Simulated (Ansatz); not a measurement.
SiC (wurtzite)

```yaml
crystal:
  lattice:
    - [3.09192, 0.00000, 0.00000]
    - [-1.54596, 2.67768, 0.00000]
    - [0.00000, 0.00000, 5.07421]
  atoms:
    - { symbol: Si, position: [0.66667, 0.33333, 0.00052] }
    - { symbol: Si, position: [0.33333, 0.66667, 0.50052] }
    - { symbol: C, position: [0.66667, 0.33333, 0.62468] }
    - { symbol: C, position: [0.33333, 0.66667, 0.12468] }
```

This relaxed cell (volume V₀) is scaled evenly in all directions, its shape held. The atoms relax within the cell's symmetry.

Level of theory: PBE (plane waves to 420 eV, PAW, scalar-relativistic; Ansatz, an electronic-structure program). k mesh 12×12×7 (Γ-centred), Fermi-Dirac smearing 0.05 eV. Energies are smeared free energies. With the shape held, the modulus is that of even scaling; a crystal free to change shape is softer. SiC was relaxed with its symmetry unable to fall. The PAW data are Ansatz's earlier set. The zero of ΔE is the relaxed starting cell.

```csv
V (Å³/atom),ΔE (meV/atom)
9.872,27.9
10.030,15.3
10.187,6.6
10.345,1.6
10.503,0.0
10.660,1.5
10.818,6.0
10.975,13.2
11.133,22.9
```

Problem. What is the fitted pressure derivative B₀′?

Solution. 3.9.

Problem. What bulk modulus at fixed cell shape B₀ follows from a third-order Birch-Murnaghan fit?

Solution. 214 GPa. Check by three points about V = 10.503 Å³/atom, step 0.158: d²E/dV² ≈ (1.6 − 2·0.0 + 1.5) meV / 0.158² = 0.125 eV/Å⁶, and V·d²E/dV² × 160.2 = 210 GPa.

(A scan under strain: stresses follow from slopes of the energy per volume, elastic moduli from its curvatures.)
